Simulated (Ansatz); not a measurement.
TaSiPt:
```
TaSiPt
1.0
    6.43490     0.00000     0.00000
    0.00000     3.80289     0.00000
    0.00000     0.00000     7.39548
Ta Si Pt
4 4 4
Cartesian
  3.38215   0.95072   6.19764
  3.05275   2.85216   1.19784
  6.27019   2.85216   2.49990
  0.16470   0.95072   4.89558
  4.95910   0.95072   0.93149
  1.47580   2.85216   6.46399
  4.69325   2.85216   4.62923
  1.74165   0.95072   2.76625
  4.19934   0.95072   3.18869
  2.23556   2.85216   4.20679
  5.45301   2.85216   6.88643
  0.98189   0.95072   0.50905
```

Relaxed with r²SCAN. Special points in fractions of this cell's reciprocal vectors: Γ (0.000, 0.000, 0.000); X (0.500, 0.000, 0.000); S (0.500, 0.500, 0.000); Y (0.000, 0.500, 0.000); Z (0.000, 0.000, 0.500); U (0.500, 0.000, 0.500); R (0.500, 0.500, 0.500); T (0.000, 0.500, 0.500).

List the band energies nearest the Fermi level at these points for DFT-r²SCAN in the program Ansatz with PAW potentials.

In eV from the Fermi level; about four levels below and three above (degenerate sets whole), none deeper than 8.9 eV; points with the same levels are listed once.

```csv
k,below,above
Γ,-0.86 -0.74 -0.35 -0.12,0.61 0.65 0.84 0.84
X,-0.95 -0.95 -0.58 -0.58,0.34 0.34 1.34 1.34
S,-1.94 -1.94 -1.94 -1.94,0.15 0.15 0.15 0.15
Y,-2.79 -2.79 -1.41 -1.41,0.27 0.27 0.47 0.47
Z,-0.81 -0.81 -0.31 -0.31,0.03 0.03 1.27 1.27
U,-1.13 -1.13 -0.99 -0.99,0.65 0.65 1.11 1.11
R,-0.25 -0.25 -0.25 -0.25,1.53 1.53 1.53 1.53
T,-0.16 -0.16 -0.13 -0.13,1.64 1.64 1.91 1.91
```

Space group Pnma. The first step of the workflow began from a Materials Project structure, measured or hypothetical; the Crystallography Open Database copy checked does not list it. Its standing as an ambient phase is unchecked. The cell was relaxed with r²SCAN under the symmetry of its start; whether a distortion lowers the energy is not shown. No spin polarisation was allowed. Scalar-relativistic: spin–orbit coupling is off unless named, which matters more the heavier the elements.

Potentials: the earlier of the program's two PAW sets.
